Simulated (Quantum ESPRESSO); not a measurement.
```yaml
crystal:
  lattice:
    - [0.00000, 2.83244, 2.83244]
    - [2.83244, 0.00000, 2.83244]
    - [2.83244, 2.83244, 0.00000]
  atoms:
    - { symbol: Zn, position: [0.00000, 0.00000, 0.00000] }
    - { symbol: Se, position: [0.75000, 0.75000, 0.75000] }
```
The geometry is a computed Materials Project entry, not a measured one. It is ZnSe in F-43m. Stability against distortions was not tested.

With PBE (σ by GIPAW in a modified build of Quantum ESPRESSO; JTH PAW datasets, 20 Ha):

| quantity | PBE |
|---|---|
| σ_iso Zn (ppm) | 1276.9 |
| σ_iso Se (ppm) | 1874.5 |

These are absolute shieldings with no macroscopic susceptibility term; δ = σ_ref − σ needs a reference computed alike. In our sweeps, cutoffs and meshes of this size left a few ppm, and up to some 20 ppm on atoms from Zn on. Spin–orbit coupling is left out; its weight grows with the heaviest atom, Se here. No d partial waves on Se: the paramagnetic term there is incompletely reconstructed.

**Question.** What does the LDA, on its own JTH datasets and the same geometry, give?

**Answer.** 
```
quantity           LDA  LDA − PBE
--------------  ------  ---------
σ_iso Zn (ppm)  1240.8      -36.1
σ_iso Se (ppm)  1757.7     -116.8
```
